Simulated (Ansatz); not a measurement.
ScPd$_{3}$N (anti-perovskite, Pm-3m) under volume change, PBEsol (plane waves, PAW; program Ansatz), scaled uniformly.

```json
[
 {"V (Å³/atom)": "12.950", "E − E(relaxed) (meV/atom)": "[?]", "P (GPa)": "[?]"},
 {"V (Å³/atom)": "13.377", "E − E(relaxed) (meV/atom)": "32.9", "P (GPa)": "13.11"},
 {"V (Å³/atom)": "13.804", "E − E(relaxed) (meV/atom)": "7.7", "P (GPa)": "5.98"},
 {"V (Å³/atom)": "14.231", "E − E(relaxed) (meV/atom)": "0.0", "P (GPa)": "0.00"},
 {"V (Å³/atom)": "14.658", "E − E(relaxed) (meV/atom)": "6.9", "P (GPa)": "-5.02"},
 {"V (Å³/atom)": "15.085", "E − E(relaxed) (meV/atom)": "26.0", "P (GPa)": "-9.22"},
 {"V (Å³/atom)": "15.512", "E − E(relaxed) (meV/atom)": "[?]", "P (GPa)": "[?]"}
]
```

Some entries are withheld; supply them.


- 12.950, E − E(relaxed) (meV/atom): 78.8
- 12.950, P (GPa): 21.59
- 15.512, E − E(relaxed) (meV/atom): 55.4
- 15.512, P (GPa): -12.74

What does a third-order Birch–Murnaghan fit give for V₀, B₀ and B′?

V₀ = 14.23 Å³/atom, B₀ = 182 GPa, B′ = 4.8.

The start of the workflow was typed in or built on a structure type; neither database checked (COD, Materials Project) lists it. Its standing as an ambient phase is unchecked. The PBEsol relaxation kept the symmetry of its start; phonons show weakly imaginary modes. The run is not spin-polarised.

Potentials: the later of the program's two PAW sets.
